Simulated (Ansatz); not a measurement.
Relaxed LiH (rock salt):

```
CELL_PARAMETERS angstrom
      0.00000     4.00544     4.00544
      2.00272     0.00000     2.00272
      2.00272     2.00272     0.00000
ATOMIC_POSITIONS crystal
  Li 0.00000 0.00000 0.00000
  Li 0.50000 0.00000 0.00000
  H  0.25000 0.50000 0.50000
  H  0.75000 0.50000 0.50000
```

A phonon eigenvector at L = (0.5, 0.0, 0.0) is frozen into this cell: atom i moves by Q times the vector below, so Q is the largest atomic displacement, in Å. The cell is held. It is one choice among 2 degenerate patterns. (q is in reciprocal vectors of the primitive cell; the cell shown is doubled to hold the pattern.)

| atom | x | y | z |
|---|---|---|---|
| Li1 | -0.285 | 0.520 | -0.805 |
| Li2 | 0.285 | -0.520 | 0.805 |

Atoms not listed stay in place.

All values below come from r2SCAN (plane waves to 500 eV, PAW, scalar-relativistic; Ansatz, an electronic-structure program). k mesh 7×14×14 (Γ-centred), Fermi-Dirac smearing 0.05 eV. Energies are smeared free energies. LiH was relaxed with its symmetry unable to fall. The zero of ΔE is the undisplaced structure.

| Q (Å) | ΔE (meV/cell) |
|---|---|
| -0.1000 | 19.4 |
| -0.0833 | 13.5 |
| -0.0667 | withheld |
| -0.0500 | 4.9 |
| -0.0333 | 2.2 |
| -0.0167 | 0.5 |
| 0.0000 | 0.0 |
| 0.0167 | 0.5 |
| 0.0333 | 2.2 |
| 0.0500 | 4.9 |
| 0.0667 | withheld |
| 0.0833 | 13.5 |
| 0.1000 | 19.4 |

Problem. Fit an even polynomial form (powers 2, 4) to the given rows and predict ΔE at Q = -0.0667.

Solution. Least squares on the 11 given rows: ΔE = (1964)·Q² + (-2442)·Q⁴, in meV/cell with Q in Å; root-mean-square residual 0.02 meV/cell. At -0.0667 the fit gives 8.7 meV/cell; the calculation gives 8.6 meV/cell, so the interpolation is off by 0.1 (+1.2 %). The quadratic term alone would give 8.7 meV/cell.

(A displaced cell: forces are minus the slopes of the energy, force constants its curvatures, and phonons follow from these.)
